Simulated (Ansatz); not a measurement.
Here is the system:

ZnCdS2:
```xyz
4
Lattice="3.9341 0.0000 0.0000 -1.9671 3.4070 0.0000 0.0000 0.0000 6.5230" Properties=species:S:1:pos:R:3 pbc="T T T"
Zn     0.0000     0.0000     6.5181
Cd     0.0000     2.2714     3.3070
S      0.0000     2.2714     5.8168
S      0.0000     0.0000     2.3094
```

This is the PBEsol-relaxed structure. x, y and z are the axes in which the lattice vectors are written.

### Question
All from plane-wave PAW PBEsol (Ansatz code), unless another level is named. Give the hole effective mass, band 2 of 2 at the edge.

### Answer
0.15 along x, 1.7 along z (mₑ).

### Question
Next, the hole effective mass with spin–orbit coupling?

### Answer
0.29, 0.29, 1.8 mₑ (principal values).

### Question
What about the band gap?

### Answer
1.33 eV (direct).

### Question
Give the formation energy from the elements (no fitted shifts).

### Answer
-0.70 eV/atom.

### Question
Predict the weight of the conduction-edge state by species (Voronoi cells).

### Answer
S 40 %, Zn 32 %, Cd 27 %.

Space group P3m1. The first step of the workflow began from a Materials Project structure, measured or hypothetical; the Crystallography Open Database copy checked does not list it. Its standing as an ambient phase is unchecked. The cell was relaxed with PBEsol under the symmetry of its start; of distortions, only those at the zone centre were tested. The references are the lowest solids computed at this level, not always the standard phases. Spin–orbit coupling is left out wherever it is not named.

Potentials: the later of the program's two PAW sets.
